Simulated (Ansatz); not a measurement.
**Slab of fcc Ca (210), 6 layers**

The slab is cut from the fcc crystal, the stable phase, as relaxed on PAW files (42.17 Å³/atom), with 20 Å of vacuum and a dipole correction:

```
Ca
1.0
     6.76722    0.00000    0.00000
     2.25574    5.04399    0.00000
     0.00000    0.00000   26.17760
Ca
6
Direct
  0.00000 0.75000 0.38201
  0.40000 0.05000 0.42920
  0.80000 0.35000 0.47640
  0.20000 0.65000 0.52360
  0.60000 0.95000 0.57080
  0.00000 0.25000 0.61799
```

Level of theory: DFT with PBE, scalar-relativistic, in Ansatz 0.2.0; a Γ-centred 7×7×1 k mesh, Fermi–Dirac smearing of 0.1 eV, no spin polarisation. LAPW: all electrons, basis error target 1 meV/atom; PAW: frozen-core files, cutoff 420 eV.

The bulk energy comes from a cell in the slab's orientation on a 7×7×3 mesh. The surface energy is (E(slab) − N·E(bulk))/2A at zero smearing, the mean of both faces; thin slabs carry quantum-size effects.

The cell is 1×1, so reconstructions are forbidden.

Question: As cut, the LAPW slab lies 2.360 eV above 6 atoms of bulk. What surface energy is that?

Answer: Over two faces of 34.13 Å² it is 34.6 meV/Å², and times 16.02 J/m² per eV/Å² that gives γ = 0.554 J/m².

Question: What do relaxation and the other method give, and what work function comes out?

Answer: 

```
method  γ as cut (J/m²)  γ relaxed (J/m²)  Φ as cut (eV)  Φ relaxed (eV)
  LAPW            0.554             0.548           2.70            2.71
   PAW            0.554             0.548           2.70            2.71
```

Question: How do the spacings between the planes relax?

Answer: From the bottom face up: d12 -2.0 % of 1.236 Å, d23 -6.2 % of 1.236 Å, d34 +1.7 % of 1.236 Å, d45 -6.2 % of 1.236 Å, d56 -2.0 % of 1.236 Å.

Question: In the relaxed 1×1 cell, replace the outer, then the middle Ca by Sc, which changes a whole layer. What shift does this Z+1 picture give?

Answer: E(outer) − E(middle) = +0.69 eV by LAPW and +0.69 eV by PAW; a positive value puts the surface line at higher binding energy.
